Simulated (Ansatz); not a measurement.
Ti (hcp (Mg type), space group No. 194) under volume change, r²SCAN (plane waves, PAW; program Ansatz), shape and atoms relaxed at each volume.

```
V (Å³/atom)  E − E(relaxed) (meV/atom)  P (GPa)
-----------  -------------------------  -------
15.754                            58.7    12.92
16.274                               ?        ?
16.793                             6.0     3.75
17.312                             0.0     0.00
17.832                             5.5    -3.29
18.351                            20.9    -6.17
18.871                               ?        ?
```

Task: What belongs in the gaps?

Result: 
- 16.274, E − E(relaxed) (meV/atom): 24.9
- 16.274, P (GPa): 8.03
- 18.871, E − E(relaxed) (meV/atom): 45.1
- 18.871, P (GPa): -8.69

Task: What does a third-order Birch–Murnaghan fit give for V₀, B₀ and B′?

Result: V₀ = 17.31 Å³/atom, B₀ = 117 GPa, B′ = 3.4.

Space group P6_3/mmc (hcp (Mg type)). The cell was relaxed with r²SCAN under the symmetry of its start. No spin polarisation was allowed.

Potentials: the earlier of the program's two PAW sets.
